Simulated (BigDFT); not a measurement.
A relaxation of the atoms of Si(H)(F) (FHSi).

SMILES: F[SiH]
```xyz
3

Si    -0.0188    -0.0456     0.6717
H     -0.7147    -0.8846    -0.2963
F      0.6377     0.9874    -0.3988
```

Computed with LDA (Teter-Pade), Daubechies wavelet basis, HGH (Krack) norm-conserving potentials made for LDA, isolated boundary conditions (BigDFT).

BigDFT settings:

- basis = Daubechies wavelets
- dft.hgrids = 0.31 bohr
- dft.rmult = 6 8
- dft.ixc = 1
- potentials = built-in HGH-K LDA
- boundary_conditions = free
- dft.gnrm_cv = 1e-04
- dft.itermax = 80
- dft.idsx = 6
- dft.nrepmax = 3
- geopt.method = FIRE
- geopt.ncount_cluster_x = 60
- geopt.forcemax = 3.9e-04 Ha/bohr
- geopt.frac_fluct = 0

Results:

```
Property                            Value
---------------------------  ------------
Number of valence electrons            12
Number of orbitals                      6
Size of the basis                  221704
Grid steps along x, y, z     69 × 69 × 69
Total energy                 -781.0799 eV
Highest occupied level           -5.92 eV
```

Final positions (Å):
```
Si    0.0082   -0.0110    0.6923
H    -0.7383   -0.9135   -0.3259
F     0.6344    0.9817   -0.3898
```

The grid can part forces that symmetry would make equal.

Cost on one core: around 5 core-minutes (rough).
